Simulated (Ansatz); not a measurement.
Relaxing Sr₈Ti₈O₂₃

Computed with DFT PBE, scalar-relativistic, plane waves, PAW in Ansatz. (420 eV cutoff, 2×2×2 k-mesh, shifted by half a step, Gaussian smearing of 0.02 eV, no spin polarisation)

What was changed: O vacancy, charge +2, atoms relaxed.

In a supercell of 39 atoms the defect feels its periodic images.

Spin polarisation was left out.

Command:

```bash
ansatz run input.yaml --threads 4 --pin off --max-ram 10240MiB --backend cpu --events-out ev --progress --plain --runs-dir out
```

Input:

```yaml
crystal:
  lattice:
    - [0.0, -7.8728452165, 0.0]
    - [7.8728452165, 0.0, 0.0]
    - [0.0, 0.0, 7.8728452165]
  atoms:
    - { symbol: Sr, position: [0.0, 0.0, 0.0] }
    - { symbol: Sr, position: [0.0, 0.0, 0.5] }
    - { symbol: Sr, position: [0.5, 0.0, 0.0] }
    - { symbol: Sr, position: [0.5, 0.0, 0.5] }
    - { symbol: Sr, position: [0.0, 0.5, 0.0] }
    - { symbol: Sr, position: [0.0, 0.5, 0.5] }
    - { symbol: Sr, position: [0.5, 0.5, 0.0] }
    - { symbol: Sr, position: [0.5, 0.5, 0.5] }
    - { symbol: Ti, position: [0.25, 0.25, 0.25] }
    - { symbol: Ti, position: [0.25, 0.25, 0.75] }
    - { symbol: Ti, position: [0.75, 0.25, 0.25] }
    - { symbol: Ti, position: [0.75, 0.25, 0.75] }
    - { symbol: Ti, position: [0.25, 0.75, 0.25] }
    - { symbol: Ti, position: [0.25, 0.75, 0.75] }
    - { symbol: Ti, position: [0.75, 0.75, 0.25] }
    - { symbol: Ti, position: [0.75, 0.75, 0.75] }
    - { symbol: O, position: [0.5, 0.25, 0.25] }
    - { symbol: O, position: [0.5, 0.25, 0.75] }
    - { symbol: O, position: [1.0, 0.25, 0.25] }
    - { symbol: O, position: [1.0, 0.25, 0.75] }
    - { symbol: O, position: [0.5, 0.75, 0.25] }
    - { symbol: O, position: [0.5, 0.75, 0.75] }
    - { symbol: O, position: [1.0, 0.75, 0.25] }
    - { symbol: O, position: [1.0, 0.75, 0.75] }
    - { symbol: O, position: [0.25, 0.25, 0.5] }
    - { symbol: O, position: [0.75, 0.25, 0.5] }
    - { symbol: O, position: [0.75, 0.25, 0.0] }
    - { symbol: O, position: [0.25, 0.75, 0.5] }
    - { symbol: O, position: [0.25, 0.75, 0.0] }
    - { symbol: O, position: [0.75, 0.75, 0.5] }
    - { symbol: O, position: [0.75, 0.75, 0.0] }
    - { symbol: O, position: [0.25, 0.5, 0.25] }
    - { symbol: O, position: [0.25, 0.5, 0.75] }
    - { symbol: O, position: [0.75, 0.5, 0.25] }
    - { symbol: O, position: [0.75, 0.5, 0.75] }
    - { symbol: O, position: [0.25, 0.0, 0.25] }
    - { symbol: O, position: [0.25, 0.0, 0.75] }
    - { symbol: O, position: [0.75, 0.0, 0.25] }
    - { symbol: O, position: [0.75, 0.0, 0.75] }
total_charge: 2
basis:
  ecutwfc: 420
  xc_grid: 2
kpoints:
  mp_grid: { grid: [2, 2, 2], shift: [0.5, 0.5, 0.5] }
hamiltonian:
  xc: pbe
scf:
  occupations: { method: gaussian, width: 0.02 }
output:
  forces: true
  stress: false
  eigenvalues: true
  write_density: true
  write_potential: true
  elf: true
  volumetric_format: npy
relax:
  adjacent_minimum: "off"
  f_tol: 0.02
  max_steps: 60
```

F is the free energy.

Steps:

| step | F − F(1) (eV) | largest force component (eV/Å) |
| --- | --- | --- |
| 1 | 0.0000 | 4.655 |
| 2 | -1.6937 | 1.311 |
| 3 | -1.9375 | 0.254 |
| 4 | -2.0210 | 0.312 |
| 5 | -2.0498 | 0.030 |
| 6 | -2.0501 | 0.012 |

Relaxed structure:

```
CELL_PARAMETERS angstrom
0.00000 -7.87285 0.00000
7.87285 0.00000 0.00000
0.00000 0.00000 7.87285
ATOMIC_POSITIONS crystal
Sr 0.99178 0.99178 0.00000
Sr 0.99101 0.99101 0.50000
Sr 0.50822 0.99178 0.00000
Sr 0.50899 0.99101 0.50000
Sr 0.99178 0.50822 0.00000
Sr 0.99101 0.50899 0.50000
Sr 0.50822 0.50822 0.00000
Sr 0.50899 0.50899 0.50000
Ti 0.25000 0.25000 0.26739
Ti 0.25000 0.25000 0.73261
Ti 0.75000 0.25000 0.24599
Ti 0.75000 0.25000 0.75401
Ti 0.25000 0.75000 0.24599
Ti 0.25000 0.75000 0.75401
Ti 0.75000 0.75000 0.25017
Ti 0.75000 0.75000 0.74983
O 0.49277 0.25000 0.23182
O 0.49277 0.25000 0.76818
O 0.00723 0.25000 0.23182
O 0.00723 0.25000 0.76818
O 0.49945 0.75000 0.25157
O 0.49945 0.75000 0.74843
O 0.00055 0.75000 0.25157
O 0.00055 0.75000 0.74843
O 0.25000 0.25000 0.50000
O 0.75000 0.25000 0.50000
O 0.75000 0.25000 0.00000
O 0.25000 0.75000 0.50000
O 0.25000 0.75000 0.00000
O 0.75000 0.75000 0.50000
O 0.75000 0.75000 0.00000
O 0.25000 0.49277 0.23182
O 0.25000 0.49277 0.76818
O 0.75000 0.49945 0.25157
O 0.75000 0.49945 0.74843
O 0.25000 0.00723 0.23182
O 0.25000 0.00723 0.76818
O 0.75000 0.00055 0.25157
O 0.75000 0.00055 0.74843
```

The run converged. It took 26 s on 4 threads of Arm Neoverse V1, on a shared host, peak memory 0.86 GiB.